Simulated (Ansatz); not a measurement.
# CdPtC6N6 — ¹⁴N nuclear quadrupole resonance

Cell: an entry of the Crystallography Open Database (COD), its atoms then relaxed with PBE in this cell.

Space group Fm-3m (No. 225); a = 10.9474 Å.

```csv
site,Wyckoff,site symmetry,x,y,z
Cd,4b,m-3m,0.5000,0.5000,0.5000
Pt,4a,m-3m,0.0000,0.0000,0.0000
C,24e,4m.m,0.5000,0.5000,0.1833
N,24e,4m.m,0.5000,0.5000,0.2890
```

One atom of each set is listed; the run and its k-mesh use a cell of 14 atoms with edges of 7.74, 7.74, 7.74 Å.

The numbers come from a DFT calculation in Ansatz (PBE, plane waves and PAW, scalar-relativistic, 420 eV cutoff, Γ-centred 5×5×5 k-points, Fermi–Dirac smearing 0.05 eV).

¹⁴N: I = 1, Q = 20.44 mb (year-2017 value). Static lattice, zero field.

**Question.** At which frequencies do the ¹⁴N NQR lines lie?

**Answer.** For I = 1 the lines are ν± = (3/4)|C_Q|(1 ± η/3) and ν₀ = |C_Q|η/2.

```json
{"site": "N", "atoms": "6", "V_zz (10²¹ V/m²)": "-5.87", "C_Q (MHz)": "-2.90", "η": "0.00", "line frequencies (MHz)": "2.18"}
```

An axis of threefold or higher order runs through N, so V_zz lies along it and η is zero.

The database entry as given showed forces above 3 eV/Å or a pressure above 30 GPa, though relaxing it moves no atom far.
